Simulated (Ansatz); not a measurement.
The relaxed structure here is a generated cell of Cd: the first start was made by placing the elements on the sites of a structure type, and the end was not matched to a known phase here, so it may be hypothetical. Known forms of Cd include space group No. 194.

One starting cell of Cd (a generated cell, Cd placed in the AFLOW prototype A_oC8_64_f (A11, as in Ga)) was relaxed twice with Ansatz (plane waves, PAW, scalar-relativistic): with r2SCAN at 500 eV and with PBE at 420 eV. The r2SCAN result:

```yaml
crystal:
  lattice:
    - [-1.95496, 1.95496, 1.45687]
    - [1.95496, -1.95496, 1.45687]
    - [1.95496, 1.95496, -1.45687]
  atoms:
    - { symbol: Cd, position: [0.50000, 0.50000, 0.00000] }
```

```tsv
quantity	r2SCAN	PBE
space group	I4/mmm	I4/mmm
volume (Å³/atom)	22.27	[?]
a (Å)	3.910	[?]
c (Å)	2.914	[?]
gap (eV, no spin-orbit coupling)	0.00	[?]
```

Problem. Fill in the PBE column.

Solution. 
- volume (Å³/atom), PBE: 23.36
- a (Å), PBE: 3.987
- c (Å), PBE: 2.939
- gap (eV, no spin-orbit coupling), PBE: 0.00

Both levels end in the same structure; PBE's volume is 4.9 % larger. Neither column is exact.

No spin polarisation in the result.

The run could not lose the symmetry of its start, so the end can be a saddle point.

Ansatz is a quantum-chemistry and plane-wave program.
